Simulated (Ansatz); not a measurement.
Sb (A7 (α-As type), R-3m) at seven volumes, LDA in the plane-wave PAW code Ansatz, shape and atoms relaxed at each. One row is withheld.

| V (Å³/atom) | P (GPa) |
|---|---|
| 26.560 | 5.59 |
| 27.435 | 3.34 |
| 28.311 | ? |
| 29.187 | 0.00 |
| 30.062 | -1.28 |
| 30.938 | -2.26 |
| 31.813 | -3.02 |

Task: Fit the shown pressures and predict the withheld one.

Result: P = (3/2)B₀(x^(7/2) − x^(5/2))[1 + (3/4)(B′ − 4)(x − 1)] with x = (V₀/V)^(2/3). Least squares on the six rows gives V₀ = 29.170 Å³/atom, B₀ = 45.3 GPa, B′ = 5.90. At V = 28.311, x = 1.0201 and P = 1.48 GPa. The run itself gave 1.53 GPa.

Symmetry was held in the LDA relaxation. Spin–orbit coupling is left out wherever it is not named.

Potentials: the later of the program's two PAW sets.
